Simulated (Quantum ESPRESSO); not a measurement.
```cif
data_HGaSnSr
_chemical_formula_sum 'H1 Ga1 Sr1 Sn1'
_space_group_name_H-M_alt 'P 1'
_space_group_IT_number 1
_cell_length_a 4.29563
_cell_length_b 4.29563
_cell_length_c 4.85119
_cell_angle_alpha 90.000
_cell_angle_beta 90.000
_cell_angle_gamma 120.000
loop_
_space_group_symop_operation_xyz
  'x, y, z'
loop_
_atom_site_label
_atom_site_type_symbol
_atom_site_fract_x
_atom_site_fract_y
_atom_site_fract_z
_atom_site_occupancy
H1 H 0.66667 0.33333 0.95151 1
Ga1 Ga 0.66667 0.33333 0.59729 1
Sr1 Sr 0.00000 0.00000 0.99656 1
Sn1 Sn 0.33333 0.66667 0.44394 1
```

The PBEsol cell relaxed from Materials Project entry mp-978852 was given an isotropic strain of -3 % on all lattice vectors, and the atoms were relaxed again.

Task: What does PBEsol (Quantum ESPRESSO, PseudoDojo norm-conserving, 80 Ry, no spin-orbit coupling) give for the electronic structure near the Fermi level?

Result: The PBEsol gap is indirect, 0.31 eV, from A to K; the smallest direct gap is 1.08 eV. Spin-orbit splittings are left out.
